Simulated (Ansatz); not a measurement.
ScIr3 (Cu3Au type, Pm-3m) under volume change, plane-wave PAW r²SCAN (Ansatz code), scaled uniformly.

```csv
V (Å³/atom),E − E(relaxed) (meV/atom),P (GPa)
13.686,120.2,31.11
14.137,50.2,18.91
14.588,11.8,8.65
15.040,0.0,0.00
15.491,10.5,-7.28
15.942,39.9,-13.39
16.393,85.0,-18.52
```

**Question.** What does a third-order Birch–Murnaghan fit give for V₀, B₀ and B′?

**Answer.** V₀ = 15.04 Å³/atom, B₀ = 264 GPa, B′ = 4.7.

The first step of the workflow began from a Materials Project structure, measured or hypothetical; the Crystallography Open Database copy checked does not list it. Its standing as an ambient phase is unchecked. The cell was relaxed with r²SCAN under the symmetry of its start; whether a distortion lowers the energy is not shown. No spin polarisation was allowed. Spin–orbit coupling is left out wherever it is not named.

Potentials: the later of the program's two PAW sets.
